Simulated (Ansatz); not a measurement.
Sb, DFT, LDA, all-electron PAW with datasets made for the crystal, scalar-relativistic (Ansatz 0.2.0), run on 1 thread of Arm Neoverse V2 on a shared host.

The cell is COD entry 1539203, as deposited and not checked against the literature; nothing was relaxed. The listed cell was then made from it by scaling, straining or moving an atom.

Command: `ansatz run input.yaml --threads 1 --pin off --max-ram 3072MiB --backend cpu --events-out ev --progress --plain --runs-dir out`

```yaml
crystal:
  lattice:
    - [3.3690001795, -0.0168450009, -0.0168450009]
    - [-1.6990882885, 2.9260622412, -0.0061656983]
    - [-0.02665, -0.02665, 5.33]
  atoms:
    - { symbol: Sb, position: [0.3333333333, 0.6666666667, 0.25] }
    - { symbol: Sb, position: [0.6666666667, 0.3333333333, 0.75] }
kpoints:
  mp_grid: { grid: [12, 12, 7] }
scf:
  occupations: { method: fermi_dirac, width: 0.03 }
hamiltonian:
  xc: lda
  pseudopotentials: { kind: all_electron, datasets: crystal }
output:
  forces: true
  stress: true
  eigenvalues: true
  efg: { contact_densities: true }
```

(1) How large is the problem that the program sets up?

(2) Estimate the wall time and the peak memory.

(3) And the same cell and mesh by PAW (frozen-core files), asked for forces, stress, eigenvalues, efg, on the same hardware?

## Answers

(1) 506 irreducible k-points, 249 plane waves at Γ, 9 bands.

(2) 21 s of wall time for 8 SCF iterations, with a peak of 0.57 GiB. Times on shared machines scatter by tens of per cent.

(3) 20 s, peak memory 0.63 GiB.
